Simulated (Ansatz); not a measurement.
# BaCaF4 (fluorite sites, P4/mmm): zone-centre phonons and dielectric response

Perturbation theory with PBEsol in the PAW code Ansatz on the PBEsol cell, ground state and force constants on a 6×6×4 mesh. These are computed values for a spin-unpolarised cell that may be hypothetical; none is a measurement.

It is tetragonal, P4/mmm (No. 123); a = 4.053 Å, c = 5.911 Å in the conventional setting, 16.19 Å³ an atom. Ca is surrounded by 8 F at 2.42 Å; F is surrounded by 2 Ca at 2.42 Å and 2 Ba at 2.60 Å; Ba is surrounded by 8 F at 2.60 Å.

```
Ca F Ba
1.0
     4.05339    0.00000    0.00000
     0.00000    4.05339    0.00000
     0.00000    0.00000    5.91129
Ca F Ba
1 4 1
Cartesian
  0.0000 0.0000 0.0000
  0.0000 2.0267 4.5871
  0.0000 2.0267 1.3242
  2.0267 0.0000 1.3242
  2.0267 0.0000 4.5871
  2.0267 2.0267 2.9556
```

Optical modes without the longitudinal term:
```json
{"ω (cm⁻¹)": "127", "degeneracy": "2", "IR intensity, summed over the level ((D/Å)²/amu)": "0.00"}
{"ω (cm⁻¹)": "139", "degeneracy": "1", "IR intensity, summed over the level ((D/Å)²/amu)": "0.00"}
{"ω (cm⁻¹)": "145", "degeneracy": "2", "IR intensity, summed over the level ((D/Å)²/amu)": "0.00"}
{"ω (cm⁻¹)": "172", "degeneracy": "2", "IR intensity, summed over the level ((D/Å)²/amu)": "20.26"}
{"ω (cm⁻¹)": "199", "degeneracy": "1", "IR intensity, summed over the level ((D/Å)²/amu)": "9.79"}
{"ω (cm⁻¹)": "246", "degeneracy": "1", "IR intensity, summed over the level ((D/Å)²/amu)": "3.06"}
{"ω (cm⁻¹)": "278", "degeneracy": "2", "IR intensity, summed over the level ((D/Å)²/amu)": "0.00"}
{"ω (cm⁻¹)": "279", "degeneracy": "2", "IR intensity, summed over the level ((D/Å)²/amu)": "3.64"}
{"ω (cm⁻¹)": "288", "degeneracy": "1", "IR intensity, summed over the level ((D/Å)²/amu)": "0.00"}
{"ω (cm⁻¹)": "362", "degeneracy": "1", "IR intensity, summed over the level ((D/Å)²/amu)": "0.00"}
```

The zone-centre optical frequencies run from 127 to 362 cm⁻¹, none imaginary (the rest of the zone wasn't tested). With the long-range field the highest mode reaches 402 cm⁻¹. Of the real levels 4 are infrared active, the strongest at 172 cm⁻¹.

The clamped-ion dielectric constant comes out as 2.39 along x and y, 2.42 along z. With the ions relaxed, ε⁰ is 10.4 along x and y, 9.0 along z. Born charges, averaged over directions: Ca +2.43, F -1.26, Ba +2.60 e.

For comparison, on the r2SCAN cell the mean ε∞ is 2.26 with r2SCAN (ground state on 6×6×4; least gap 6.78 eV).

Spin-orbit coupling is left out.
